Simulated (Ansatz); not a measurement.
Re (hcp, Mg type)

```
CELL_PARAMETERS angstrom
      2.77511     0.00000     0.00000
     -1.38756     2.40332     0.00000
      0.00000     0.00000     8.96599
ATOMIC_POSITIONS crystal
  Re 0.33333 0.66667 0.37500
  Re 0.33333 0.66667 0.87500
  Re 0.66667 0.33333 0.12500
  Re 0.66667 0.33333 0.62500
```

The atoms are displaced by Q × the pattern below (from a DFPT mode at A = (0.0, 0.0, 0.5), largest move 1; Q in Å), at fixed cell. It is one choice among 2 degenerate patterns. (q is in reciprocal vectors of the primitive cell; the cell shown is doubled to hold the pattern.)

```csv
atom,x,y,z
Re3,0.000,0.000,-1.000
Re4,0.000,0.000,1.000
```

Atoms not listed stay in place.

Method: PBE (plane waves to 420 eV, PAW, scalar-relativistic; Ansatz, a quantum-chemistry and plane-wave program). k mesh 19×19×6 (Γ-centred), Fermi-Dirac smearing 0.05 eV. E stands for the smeared free energy. With partly filled bands, energies and forces of such displacements shift with the k mesh and the smearing. Re is run without spin polarisation. Re was relaxed with its symmetry unable to fall. Spin-orbit coupling is left out, though Re is heavy. ΔE is measured from the undisplaced structure. The last digit holds for this mesh only.

| Q (Å) | ΔE (meV/cell) |
|---|---|
| -0.2800 | 1541.4 |
| -0.2333 | withheld |
| -0.1867 | 660.7 |
| -0.1400 | 366.6 |
| -0.0933 | 161.5 |
| -0.0467 | 40.2 |
| 0.0000 | 0.0 |
| 0.0467 | 40.2 |
| 0.0933 | 161.5 |
| 0.1400 | 366.6 |
| 0.1867 | 660.7 |
| 0.2333 | withheld |
| 0.2800 | 1541.4 |

Problem. Fit an even polynomial form (powers 2, 4) to the given rows and predict ΔE at Q = -0.2333.

Solution. Least squares on the 11 given rows: ΔE = (18390)·Q² + (16200)·Q⁴, in meV/cell with Q in Å; root-mean-square residual 0.09 meV/cell. At -0.2333 the fit gives 1048.9 meV/cell; the calculation gives 1050.1 meV/cell, so the interpolation is off by -1.2 (-0.1 %). The quadratic term alone would give 1000.9 meV/cell.

(A displaced cell: forces are minus the slopes of the energy, force constants its curvatures, and phonons follow from these.)
